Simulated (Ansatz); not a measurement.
The start is a generated cell, TiAl placed in the CuAu structure type. The structure is fully relaxed (lattice and positions, P = 0) with PBE (plane waves to 420 eV, PAW, scalar-relativistic; Ansatz, a quantum-chemistry and plane-wave program). The first steps use a coarse 11×11×9 k-mesh.

Initial structure:
```
TiAl
1.0
    2.85552     0.00000     0.00000
    0.00000     2.85552     0.00000
    0.00000     0.00000     3.74277
Al Ti
1 1
Direct
  0.50000   0.50000   0.50000
  0.00000   0.00000   0.00000
```

**Question.** How large is the pressure on the unrelaxed cell, and of which sign?

**Answer.** +7.7 GPa (positive: the cell is compressed).

**Question.** How much energy is released per atom?

**Answer.** 0.04 eV/atom.

**Question.** How does the volume change?

**Answer.** +6.4 %, from 15.26 to 16.23 Å³/atom.

**Question.** How do the shortest distances between atoms change?

**Answer.** The closest pairs of elements (up to four, under 3.6 Å), start → end: Al–Ti 2.75 → 2.85 Å; Al–Al 2.86 → 2.82 Å; Ti–Ti 2.86 → 2.82 Å.

**Question.** What does it relax into? Give the structure.

**Answer.** 
Space group P4/mmm (No. 123); a = 2.8241 Å, b = 2.8241 Å, c = 4.0706 Å, α = 90.00°, β = 90.00°, γ = 90.00°

| atom | site | symmetry | x | y | z |
|---|---|---|---|---|---|
| Al | 1d | 4/mmm | 0.5000 | 0.5000 | 0.5000 |
| Ti | 1a | 4/mmm | 0.0000 | 0.0000 | 0.0000 |

The space group stays P4/mmm (No. 123) (the run could not lower it); the end is AFLOW prototype AB_tP2_123_a_d (L1_0, as in CuAu), with 2 atoms in the primitive cell. Final values are on a 16×16×12 k-mesh of the relaxed cell. No spin polarisation in the result.

The run could not lose the symmetry of its start; a randomly shaken copy of 2 atoms returns to this structure.

All atoms sit on sites fixed by symmetry, so only the cell could relax.
